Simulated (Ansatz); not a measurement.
LuNi$_{2}$Ge$_{2}$:
```
LuNi2Ge2
1.0
   -1.99347     1.99347     4.84741
    1.99347    -1.99347     4.84741
    1.99347     1.99347    -4.84741
Lu Ni Ge
1 2 2
Direct
  0.00000   0.00000   0.00000
  0.25000   0.75000   0.50000
  0.75000   0.25000   0.50000
  0.62711   0.62711   0.00000
  0.37289   0.37289   0.00000
```

Relaxed with r²SCAN. Special points in fractions of this cell's reciprocal vectors: Γ (0.000, 0.000, 0.000); X (0.000, 0.000, 0.500); P (0.250, 0.250, 0.250); N (0.000, 0.500, 0.000); M (0.500, 0.500, -0.500); S (0.292, 0.708, -0.292); S0 (-0.292, 0.292, 0.292); R (-0.085, 0.085, 0.500); G (0.500, 0.500, -0.085).

Question: List the band energies nearest the Fermi level at these points for plane-wave PAW r²SCAN (Ansatz code).

Answer: In eV from the Fermi level; about four levels below and three above (degenerate sets whole), none deeper than 8.9 eV; points with the same levels are listed once.

```
k                    below           above
-  -----------------------  --------------
Γ  -1.29 -1.29 -0.80 -0.23  1.89 1.89 3.46
X  -1.55 -1.45 -0.55 -0.42  2.99 3.67 4.62
P  -1.57 -1.55 -0.47 -0.47  2.04 4.21 5.17
N  -2.01 -1.72 -1.35 -0.12  1.48 1.54 2.56
M  -1.35 -1.05 -1.05 -0.80  0.50 0.67 3.01
S  -1.90 -0.14 -0.04 -0.02  2.41 2.66 3.48
R  -1.38 -0.96 -0.55 -0.26  2.90 4.09 4.40
```

Space group I4/mmm. The workflow started from a Materials Project entry (that database holds measured and hypothetical structures alike); the Crystallography Open Database copy checked does not list it. Its standing as an ambient phase is unchecked. The cell was relaxed with r²SCAN under the symmetry of its start; its stability against distortions is not shown here. No spin polarisation was allowed. Scalar-relativistic: spin–orbit coupling is off unless named, which matters more the heavier the elements.

Potentials: the later of the program's two PAW sets.
